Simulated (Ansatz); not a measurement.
Ansatz (a program for electronic structure) input:

Ansatz 0.2 input:
```yaml
crystal:
  lattice:
    - [1.890686922, -7.3700330579, 0.0]
    - [1.890686922, 7.3700330579, 0.0]
    - [0.0, 0.0, 3.7466138162]
  atoms:
    - { symbol: Hf, position: [0.1046010461, 0.8953989539, 0.75] }
    - { symbol: Hf, position: [0.8953989539, 0.1046010461, 0.25] }
    - { symbol: Ge, position: [0.4389180398, 0.5610819602, 0.75] }
    - { symbol: Ge, position: [0.5610819602, 0.4389180398, 0.25] }
    - { symbol: Ge, position: [0.2502981074, 0.7497018926, 0.25] }
    - { symbol: Ge, position: [0.7497018926, 0.2502981074, 0.75] }
kpoints:
  mp_grid: { grid: [11, 11, 11] }
basis: { xc_grid: 2, fft_grid_basis: typed }
hamiltonian:
  xc: pbesol
  pseudopotentials: { kind: paw }
scf:
  occupations: { method: gaussian, width: 0.05 }
checkpoint: { read: metal.run }
output: { write_density: true, elf: true, volumetric_format: npy }
```

Output (shortened):

```
Pseudopotential: Hf, paw, valence charge 26
Pseudopotential: Ge, paw, valence charge 14
Functional definition: PBEsol
Crystal: 6 atoms, lattice volume = 104.414 Å³
Basis set: ecut = 420 eV, 2035 PW (Γ), exchange–correlation on 108×108×54 points (8 copies of the dense FFT grid, shifted against one another)
Bands: 65, of which v1, the nominal top of the filled ones, is band 54 counted from 1 (53 counted from 0)
Symmetry: 8 space group operations
Space group: Cmcm (ITA 63), of the structure as read, at distance tolerance 4.7e-5 Å
k-points: 216 of 1331
Stability of the state it starts from, as read at its close in the unpolarized treatment …
iter 1 solved again at ethr=1.02e-8 eV; its pass at ethr=3.10e-3 eV (dr2=1.11e-5 eV) is discarded
SCF iter   1: F=—  HF=-48213.421850 eV  |F-HF|=—  |Δ(HF+E_count)|=         —  Δρ=2.75e-7  dr2=8.82e-11  ethr=1.02e-8  ⟨swp⟩=3.1  Hψ=84341  notcnv=0
preconditioner: auto → Kerker (q_TF=auto, 2.744 Å⁻¹)
SCF iter   2: F=-48213.421850 eV  HF=-48213.421850 eV  |F-HF|=2.91e-11  |Δ(HF+E_count)|=   5.08e-9  Δρ=2.06e-7  dr2=5.96e-11  ethr=1.00e-12  ⟨swp⟩=6.1  Hψ=51962  notcnv=0
SCF 1 converged in 2 iterations: F = -48213.421850 eV  dr2 = 5.96e-11
SCF converged after 2 iterations
Free energy (F): -48213.421850 eV
Harris-Foulkes:  -48213.421850 eV  (|F-HF|=2.91e-11)
Internal energy: -48213.420059 eV  (E = F + TS)
E sigma→0 (E₀):  -48213.420954 eV
Entropy (-TS):   -0.001790 eV (-0.298 meV/atom)
Fermi energy:    17.034849 eV
--- Per-component energies (eV) ---
  E_band       = -237.779018
  E_kinetic    = 1301.029132
  E_local      = -18466.491993  (includes V_loc(G=0)·N_el)
  E_nonlocal   = -798.649674
  E_hartree    = 8464.784959
  E_xc         = -900.398703
  E_vxc        = -797.942326  (∫ρ·V_xc dr)
  E_paw        = -21527.069032  (= ΣΔE_a)
  E_vpaw       = 1594.705284  (= ΣTr[D̂ρ^β])
  E_aug_tail   = 0.001177  (compensation charges beyond the density's cutoff)
  E_ewald      = -16292.799853
  E_core_change = 6.173928  (= ΣΔE_core)
  E_smearing   = -0.001790  (= −TS)
  E_closure    = 0.000000  (closes the sum)
  Σ components = -48213.421850   (vs F -48213.421850, Δ=0.00e0)
  [band-id]    e_kinetic+e_local+e_nonlocal+2·e_hartree+e_vxc+e_vpaw+e_augmentation_tail = -237.778482   (vs E_band -237.779018, Δ=5.35e-4)
--- Band table (eV; the first three rows and the last of 216) ---
  k-point 0: bands = ["-45.2790", "-45.2755", "-14.0440", "-13.9963", "-13.9837", "-13.9613", "-13.9461", "-13.9367", "-7.8763", "-7.8337", "-7.8251", "-7.7469", "-7.7431", "-7.7359", "-7.7267", "-7.6914", "-7.6854", "-7.6699", "-7.6476", "-7.6384", …
  k-point 1: bands = ["-45.2788", "-45.2754", "-14.0421", "-13.9959", "-13.9838", "-13.9714", "-13.9446", "-13.9443", "-7.8735", "-7.8267", "-7.8220", "-7.7476", "-7.7449", "-7.7316", "-7.7254", "-7.6914", "-7.6883", "-7.6679", "-7.6471", "-7.6367", …
  k-point 2: bands = ["-45.2781", "-45.2752", "-14.0380", "-13.9948", "-13.9942", "-13.9842", "-13.9632", "-13.9451", "-7.8651", "-7.8129", "-7.8062", "-7.7505", "-7.7486", "-7.7231", "-7.7191", "-7.6971", "-7.6900", "-7.6633", "-7.6449", "-7.6357", …
  k-point 215: bands = ["-45.2755", "-45.2750", "-14.0617", "-14.0613", "-13.9891", "-13.9874", "-13.9739", "-13.9650", "-7.8129", "-7.7919", "-7.7651", "-7.7467", "-7.7406", "-7.7345", "-7.6808", "-7.6669", "-7.6603", "-7.6497", "-7.6363", "-7.6355", …
```

Cost: roughly 60 core-seconds on shared cores.

The first step of the workflow began from a Materials Project structure, measured or hypothetical; the Crystallography Open Database files this formula in space group No. 63, but the cells were not matched. Whether it is the stable phase at ambient conditions was not checked. Symmetry was held in the PBEsol relaxation; its stability against distortions is not shown here. The run is not spin-polarised. Spin–orbit coupling is left out wherever it is not named.

Potentials: the later of the program's two PAW sets.

Ansatz is a plane-wave DFT program.
